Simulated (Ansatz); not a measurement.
LiBH4 — field gradients at the nuclei

The cell is a COD entry (listed for 535 K), ions relaxed with PBE at fixed cell.

```yaml
crystal:
  lattice:
    - [4.32280, 0.00000, 0.00000]
    - [-2.16140, 3.74365, 0.00000]
    - [0.00000, 0.00000, 7.03680]
  atoms:
    - { symbol: Li, position: [0.33333, 0.66667, 0.11413] }
    - { symbol: Li, position: [0.66667, 0.33333, 0.61413] }
    - { symbol: B, position: [0.33333, 0.66667, 0.54998] }
    - { symbol: B, position: [0.66667, 0.33333, 0.04998] }
    - { symbol: H, position: [0.33333, 0.66667, 0.37727] }
    - { symbol: H, position: [0.66667, 0.33333, 0.87727] }
    - { symbol: H, position: [0.17905, 0.35810, 0.60821] }
    - { symbol: H, position: [0.82095, 0.17905, 0.10821] }
    - { symbol: H, position: [0.64190, 0.82095, 0.60821] }
    - { symbol: H, position: [0.82095, 0.64190, 0.10821] }
    - { symbol: H, position: [0.17905, 0.82095, 0.60821] }
    - { symbol: H, position: [0.35810, 0.17905, 0.10821] }
```

Atoms are numbered from 1 in the order listed; like atoms form one site, named after its first atom.

Method: Kohn–Sham DFT in Ansatz, PBE, plane waves and PAW (field gradients read without the response of the frozen cores, which leaves them typically 4 to 6 % off), scalar-relativistic, 420 eV cutoff, Γ-centred 7×7×4 k-points, Fermi–Dirac smearing 0.02 eV.

C_Q = eQV_zz/h, which is 24.18 MHz for Q = 1 b and V_zz = 10²¹ V/m²; η = (V_xx − V_yy)/V_zz. Directions are in the Cartesian axes of the cell vectors above, for the atom listed; none is given where the gradient is under 0.02 or η is above 0.95.

```csv
site,first atom,first shell,V_zz (10²¹ V/m²),η,"direction of V_zz (x, y, z)"
Li,1,7 H at 1.85–2.16 Å,0.11,0.00,0.00 0.00 1.00
B,3,4 H at 1.22–1.23 Å,0.12,0.00,0.00 0.00 1.00
H5,5,1 B at 1.22 Å; also 1 Li at 1.85 Å,2.23,0.00,0.00 0.00 1.00
H7,7,1 B at 1.23 Å,1.71,0.15,0.00 0.94 -0.33
```

An axis of threefold or higher order runs through Li, B and H5, so V_zz lies along it and η is zero. At H7 V_zz points along its bond to B (within 1°).

The lattice is static: at room temperature BH₄ may turn and average the couplings of its hydrogen.

The relaxation (7 steps) took 15 s of wall time (15 s of CPU time) and 0.38 GiB at its peak, on 1 thread of Intel Xeon 6975P-C (Granite Rapids) (x86_64; 16 cores open to the job, memory cap 3.0 GiB, no GPU), a shared host with a load of 0.4 a core.
